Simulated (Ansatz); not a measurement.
## Li2VGa3O8: 17O NMR of the central transition

Cell: a Materials Project structure (computed, not necessarily an observed phase), atoms as given.

```xyz
14
Lattice="5.1902 0.0000 0.0000 0.0032 5.4475 0.0000 0.0411 0.0168 6.7080" Properties=species:S:1:pos:R:3 pbc="T T T"
Li    2.6707    2.3542    5.8300
Li    5.1751    0.4555    2.5800
V     2.6063    5.0499    0.8299
Ga    0.0401    3.1324    4.1949
Ga    2.7008    2.3184    2.6122
Ga    5.1663    0.4913    5.7351
O     4.3331    5.2784    0.6780
O     4.8541    4.9377    4.2557
O     2.2374    3.3455    1.0275
O     1.8705    2.8150    4.1366
O     4.5094    2.2691    2.7066
O     4.6029    2.2134    5.6975
O     2.0441    0.5383    2.1908
O     1.8624    0.3317    6.1567
```

Sites (sets of like atoms) are named by element and the number of their first atom in this list.

Computed with Ansatz: DFT, PBE, plane waves and PAW, scalar-relativistic, 420 eV cutoff, Γ-centred 4×4×3 k-points, Fermi–Dirac smearing 0.02 eV.

17O has I = 5/2 and Q = -25.58 mb (Pyykkö 2018); at 21.1 T its Larmor frequency is ν₀ = 121.8 MHz. Only the quadrupole interaction is simulated: positions count from each site's isotropic chemical shift, and J coupling is left out, as are shift anisotropy and dipolar coupling, which fast spinning averages.

Q: What does the 17O spectrum (fast magic-angle spinning) show for each site?

A: 

```
site                                                         first shell  C_Q (MHz)     η  P_Q (MHz)  δ_QIS (ppm)  breadth (kHz)
  O7                       1 V at 1.75 Å, 1 Ga at 1.94 Å, 1 Li at 2.17 Å      -2.91  0.81       3.21        -4.17           1.15
  O8                                 2 Ga at 1.81–1.85 Å, 1 Li at 1.96 Å      -5.31  0.90       5.99        -14.5           3.94
  O9                       1 V at 1.75 Å, 1 Ga at 1.94 Å, 1 Li at 2.19 Å      -3.24  0.74       3.53        -5.03           1.40
 O10                                 2 Ga at 1.81–1.86 Å, 1 Li at 1.93 Å      -4.99  0.89       5.62        -12.7           3.47
 O11                                 2 Ga at 1.81–1.87 Å, 1 Li at 1.94 Å      -4.95  0.96       5.66        -13.0           3.48
 O12                                 2 Ga at 1.81–1.87 Å, 1 Li at 1.94 Å      -4.83  0.98       5.56        -12.5           3.34
 O13  1 V at 1.74 Å, 1 Ga at 1.94 Å, 1 Li at 2.10 Å; also 1 Li at 3.16 Å      -2.92  0.66       3.13        -3.95           1.11
 O14                       1 V at 1.74 Å, 1 Ga at 1.94 Å, 1 Li at 2.20 Å      -3.07  0.64       3.28        -4.34           1.22
```

δ_QIS = −(ν_Q²/30ν₀²)[I(I+1) − 3/4](1 + η²/3) × 10⁶ ppm with ν_Q = 3|C_Q|/[2I(2I−1)]; it falls as 1/B₀² in ppm, and the breadth as 1/B₀ in kHz.

The largest force is 0.7 eV/Å, so the atoms aren't at the calculated equilibrium and relaxing them would move these values.

The run took 48 s of wall time (48 s of CPU time) and 0.57 GiB at its peak, on 1 thread of Arm Neoverse V2 (aarch64; 8 cores open to the job, memory cap 2.5 GiB, no GPU), a shared host with a load of 0.2 a core.
